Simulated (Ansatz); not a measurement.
Vibrational response of SnSO

Theory: Ansatz, DFT LDA, scalar-relativistic, plane waves, PAW. Settings: 420 eV plane-wave cutoff, Γ-centred 12×12×4 mesh, Fermi-Dirac smearing of 0.15 eV. No spin polarisation. Phonons by linear response, acoustic sum rule imposed.

Relaxed structure:
```
Sn S O
1.0
     3.41222    0.00000    0.00000
    -1.70611    2.95507    0.00000
     0.00000    0.00000   10.09742
Sn S O
2 2 2
Direct
  0.33333 0.66667 0.60425
  0.66667 0.33333 0.10425
  0.66667 0.33333 0.75524
  0.33333 0.66667 0.25524
  0.00000 0.00000 0.01551
  0.00000 0.00000 0.51551
```

The cell was built by swapping an element in a database structure (itself possibly hypothetical) and relaxing; it need not be the stable form of this composition. In a metal, frequencies and elastic constants depend on the k mesh and the smearing, soft modes and shear constants most. The crystal is built of layers and no dispersion correction was added, so the binding between them is poorly described, and with it their spacing and whatever depends on it. Spin–orbit coupling is left out, which matters for heavy elements. A semilocal functional can close a gap that the real compound has.

**Question.** Is this structure stable against zone-centre distortions?

**Answer.** Yes, at Γ: no optical mode is imaginary. Strains and other wave vectors aren't tested by this run.

**Question.** List the optical modes at Γ (i marks imaginary ones).

**Answer.**
| frequency (cm⁻¹) | degeneracy |
| --- | --- |
| 27 | 2 |
| 54 | 1 |
| 234 | 2 |
| 235 | 2 |
| 324 | 2 |
| 327 | 2 |
| 345 | 1 |
| 353 | 1 |
| 386 | 1 |
| 425 | 1 |

The bands only touch here, so at this level the crystal is a zero-gap semiconductor or semimetal, not an ordinary metal; spin–orbit coupling, left out, can open or move such a gap.